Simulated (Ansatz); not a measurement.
**What a strained Co₂Si layer does to its nuclei**

Cell: a structure deposited in the COD, its atoms then relaxed with PBE in this cell.

```xyz
12
Lattice="4.9180 0.0000 0.0000 0.0000 3.7380 0.0000 0.0000 0.0000 7.1090" Properties=species:S:1:pos:R:3 pbc="T T T"
Co    4.7444    2.8035    1.5416
Co    0.1736    0.9345    5.5674
Co    2.6326    0.9345    5.0961
Co    2.2854    2.8035    2.0129
Co    4.0637    2.8035    4.0080
Co    0.8543    0.9345    3.1010
Co    3.3133    0.9345    0.4535
Co    1.6047    2.8035    6.6555
Si    1.4524    2.8035    4.3134
Si    3.4656    0.9345    2.7956
Si    1.0066    0.9345    0.7589
Si    3.9114    2.8035    6.3501
```

Atoms are numbered from 1 in the order listed; like atoms form one site, named after its first atom.

All values are calculated (Ansatz; DFT, PBE, plane waves and PAW, scalar-relativistic, collinear spin, 420 eV cutoff, Γ-centred 9×12×6 k-points, Fermi–Dirac smearing 0.05 eV), not measured. Start moments as typed (μB): 3 on each Co, none on the rest.

The cell is stretched along z (the third Cartesian axis of the run's cell), x and y held, and the ions relax again each time.

```
strain along z (%)  Co1: V along z (10²¹ V/m²)  Co5: V along z (10²¹ V/m²)  Si: V along z (10²¹ V/m²)
                -3                       -0.13                       -0.55                      -0.81
                -2                        0.05                       -0.39                      -0.58
                -1                        0.24                       -0.24                      -0.34
                 0                        0.44                       -0.12                      -0.11
                +1                        0.63                        0.02                       0.12
                +2                           ?                           ?                          ?
                +3                        1.10                        0.28                       0.58
```

Q: Estimate the row at +2 % from the others.

A: Co1: 0.86; Co5: 0.15; Si: 0.35. Worked for Co1: a straight line through the other 6 rows has a slope of 0.204 × 10²¹ V/m² per per cent of strain and gives 0.86 at +2 %, against 0.86 from the run; over all rows the step per per cent runs from 0.17 at the compressed end to 0.24 at the stretched end, so the response isn't a straight line. Worked for Co5: a straight line through the other 6 rows has a slope of 0.138 × 10²¹ V/m² per per cent of strain and gives 0.15 at +2 %, against 0.15 from the run, so the response is nearly linear here.

At this cell the principal stresses reach 6 GPa in size with PBE, which can matter for small gradients. The run finds no gap above 0.1 eV (a metal, or nearly one), so the gradients can move by 10 % or more with the k-mesh. With these PAW files V_zz is typically within 2 to 3 % of all-electron values, but misses above 10 % occur on Co. The run lost most of its start moments on Co; a state with other moments may lie lower. The magnetic order is the one that the run reached from its start moments, not necessarily the measured one (the real compound may not order at all).
